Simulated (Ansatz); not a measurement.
TiNi:
```cif
data_Ni2Ti2
_chemical_formula_sum 'Ti2 Ni2'
_space_group_name_H-M_alt 'Pmma'
_space_group_IT_number 51
_space_group_name_Hall '-P 2a 2a'
_cell_length_a 4.08778
_cell_length_b 2.85206
_cell_length_c 4.59030
_cell_angle_alpha 90.000
_cell_angle_beta 90.000
_cell_angle_gamma 90.000
loop_
_space_group_symop_operation_xyz
  'x, y, z'
  '-x, -y, -z'
  '-x+1/2, -y, z'
  'x+1/2, y, -z'
  'x+1/2, -y, -z'
  '-x+1/2, y, z'
  '-x, y, -z'
  'x, -y, z'
loop_
_atom_site_label
_atom_site_type_symbol
_atom_site_symmetry_multiplicity
_atom_site_Wyckoff_symbol
_atom_site_fract_x
_atom_site_fract_y
_atom_site_fract_z
_atom_site_occupancy
Ti1 Ti 2 f 0.25000 0.50000 0.72564 1
Ni1 Ni 2 e 0.25000 0.00000 0.17886 1
```

Relaxed at zero pressure with r²SCAN (plane waves, PAW; program Ansatz).

Problem. The volume is raised by 6 % and shape and atoms relax at that volume. What pressure results, and how do the axes share the change?

Solution. -7.9 GPa; a 1.0 %, b 2.7 %, c 2.2 %; the energy rises by 21 meV/atom.

Problem. Give the new structure.

Solution. 
Space group Pmma (No. 51); a = 4.1274 Å, b = 2.9298 Å, c = 4.6911 Å, α = 90.00°, β = 90.00°, γ = 90.00°

```tsv
atom	site	symmetry	x	y	z
Ti	2f	mm2	0.2500	0.5000	0.7311
Ni	2e	mm2	0.2500	0.0000	0.1742
```

The phase is kept; no other phase was compared at this pressure.

The first step of the workflow began from a Materials Project structure, measured or hypothetical; the Crystallography Open Database copy checked does not list it. COD files the formula under space group No. 11, 147, so this cell is another polymorph or a model. Whether it is the stable phase at ambient conditions was not checked. The cell was relaxed with r²SCAN under the symmetry of its start; its stability against distortions is not shown here. No spin polarisation was allowed. Axis ratios of metals converge slowly with the k-mesh, so a and c are less sure than the volume.

Potentials: the later of the program's two PAW sets.
